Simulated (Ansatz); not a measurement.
SiO2: Quadrupolar parameters

The cell is an entry of the Crystallography Open Database (COD) whose atoms were relaxed with PBE, the cell held.

Space group P4_12_12 (No. 92); a = 4.9570, c = 6.8903 Å.

```
site  Wyckoff  site symmetry       x       y       z
  Si       4a            ..2  0.3071  0.3071  0.0000
   O       8b              1  0.2360  0.1200  0.1869
```

One atom of each set is listed.

The numbers come from a DFT calculation in Ansatz (PBE, plane waves and PAW, scalar-relativistic, 420 eV cutoff, Γ-centred 4×4×3 k-points, Fermi–Dirac smearing 0.02 eV).

V_zz is the principal component of the electric field gradient with the largest magnitude, η = (V_xx − V_yy)/V_zz and C_Q = eQV_zz/h. ν_Q = 3|C_Q|/[2I(2I − 1)].

17O: I = 5/2, Q = -25.58 mb. Q values from Pyykkö, Mol. Phys. 116, 1328 (2018).

| site | atoms | first shell | C_Q (MHz) | η | ν_Q (MHz) |
| --- | --- | --- | --- | --- | --- |
| O | 8 | 2 Si at 1.63 Å, angle 142° | -5.80 | 0.21 | 0.870 |

At O V_zz runs parallel to the line that joins its two neighbours (within 1°).

Si has no stable isotope with a ground-state quadrupole moment in the table, so these sites are left out.
